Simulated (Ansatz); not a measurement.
Cold compression of KZn (NaTl type)

```yaml
crystal:
  lattice:
    - [0.00000, 3.88885, 3.88885]
    - [3.88885, 0.00000, 3.88885]
    - [3.88885, 3.88885, 0.00000]
  atoms:
    - { symbol: K, position: [0.12500, 0.12500, 0.12500] }
    - { symbol: K, position: [0.87500, 0.87500, 0.87500] }
    - { symbol: Zn, position: [0.37500, 0.37500, 0.37500] }
    - { symbol: Zn, position: [0.62500, 0.62500, 0.62500] }
```

The cell comes from a relaxation on PAW files under the same functional, begun from a prototype that needn't be the stable phase.

Its volume is scaled at fixed shape and fractional positions.

Level of theory: DFT with PBEsol, scalar-relativistic, in Ansatz 0.2.0; a Γ-centred 7×7×7 k mesh, Fermi–Dirac smearing of 0.05 eV, no spin polarisation. LAPW: all electrons, basis error target 0.5 meV/atom; PAW: frozen-core files, cutoff 420 eV.

Energies are extrapolated to zero smearing and count from the unscaled cell; pressure is positive in compression; gaps take the mesh and a band path. No temperature or zero-point motion is included.

The PAW files were made under PBE.

| V/V0 | V (Å³/atom) | P LAPW (GPa) | ΔE LAPW (eV/atom) | P PAW − LAPW (GPa) | ΔE PAW − LAPW (meV/atom) |
| --- | --- | --- | --- | --- | --- |
| 1.00 | 29.41 | 0.01 | 0.000 | 0.00 | 0.0 |
| 0.80 | 23.52 | ? | 0.067 | 0.00 | 0.1 |
| 0.60 | 17.64 | ? | 0.443 | 0.00 | 0.4 |

(1) Give the missing entry: row "0.60", column "P LAPW (GPa)".

(2) Fill in "P LAPW (GPa)" for the row "0.80".

## Answers

(1) 18.74.

(2) 4.46.
